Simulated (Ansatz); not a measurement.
All numbers below come from DFT PBE, scalar-relativistic, plane waves, PAW in Ansatz. Settings: cutoff 420 eV, Γ-centred meshes spaced at most about 0.3 Å⁻¹ (2π included), Gaussian smearing. No spin polarisation in the final relaxations.

All energies are static (0 K, no zero-point motion).

Compare these two cells of CeHf3O8, each relaxed at this level.

A.

```
CELL_PARAMETERS angstrom
-2.59516 2.59516 5.18658
2.59516 -2.59516 5.18658
2.59516 2.59516 -5.18658
ATOMIC_POSITIONS crystal
Ce 0.50000 0.50000 0.00000
Hf 0.75000 0.25000 0.50000
Hf 0.25000 0.75000 0.50000
Hf 0.00000 0.00000 0.00000
O 0.11342 0.11342 0.48402
O 0.62940 0.62940 0.51598
O 0.88658 0.37060 0.00000
O 0.37060 0.88658 0.00000
O 0.88658 0.88658 0.51598
O 0.37060 0.37060 0.48402
O 0.62940 0.11342 0.00000
O 0.11342 0.62940 0.00000
```

B.

```
CELL_PARAMETERS angstrom
3.86517 -3.53453 0.00000
3.86517 3.53453 0.00000
-3.45568 0.00000 5.39815
ATOMIC_POSITIONS crystal
Ce 0.51161 0.51161 0.01914
Hf 0.27979 0.78915 0.51066
Hf 0.78915 0.27979 0.51066
Hf 0.97394 0.97394 0.94361
O 0.66521 0.66521 0.79590
O 0.15541 0.15541 0.79691
O 0.84939 0.27495 0.19528
O 0.27495 0.84939 0.19528
O 0.42640 0.42640 0.32457
O 0.86171 0.86171 0.33687
O 0.60712 0.10797 0.68518
O 0.10797 0.60712 0.68518
```

**Question.** Which form is favoured at zero pressure, and by what margin per atom?

**Answer.** B is lower, by 40 meV/atom. A has Ce and Hf ordered on fluorite sites, space group I4/mmm (No. 139), 11.6 Å³/atom and a gap of 1.96 eV on its mesh; B has Ce and Hf ordered on fluorite sites, space group Cm (No. 8), 12.3 Å³/atom and a gap of 1.83 eV. Counting O atoms around Ce and Hf (those within 1.25 times the shortest such distance or 1.15 times the sum of covalent radii; a plus sign parts nearer from farther groups; a slash parts the counts of unlike sites), A has Ce 8, Hf 8 and B has Ce 8, Hf 4+2/7. The lower one is the more open, so pressure narrows the difference. In A, around Ce lie 8 O at 2.32 Å and 12 Hf at 3.67 Å; Hf on a site of symmetry -4m2 is surrounded by 8 O at 2.23 Å, 4 Ce at 3.67 Å and 8 Hf at 3.67 Å; O is surrounded by 3 Hf at 2.22–2.23 Å, 1 Ce at 2.32 Å and 6 O at 2.51–2.68 Å; 1 more site not described. In B, Ce has 6 O at 2.25–2.38 Å, 2 O at 2.52 Å, 4 Hf at 3.55–3.56 Å and 8 Hf at 3.78–3.94 Å; around Hf on a site of symmetry 1 lie 5 O at 2.07–2.18 Å, 2 O at 2.32–2.37 Å, 1 O at 3.09 Å, 4 Hf at 3.47–3.60 Å, 1 Ce at 3.55 Å, 1 O at 3.73 Å, 3 Ce at 3.78–3.94 Å, 3 Hf at 3.82–3.87 Å, 1 O at 3.88 Å and 2 O at 4.08–4.09 Å; around O on a site of symmetry m lie 1 Hf at 2.04 Å, 1 Ce at 2.30 Å and 2 Hf at 2.37 Å; 6 more sites not described. Both come from invented guesses.

Spin–orbit coupling, which can matter for Hf, is left out. Kohn–Sham gaps at this level usually fall short of measured ones. The 4f shell of Ce is treated without a Hubbard U, which places its levels poorly. Cells relaxed within their symmetry can be saddle points. The Cm cell of CeHf3O8 came from shaking the I4/mmm one.
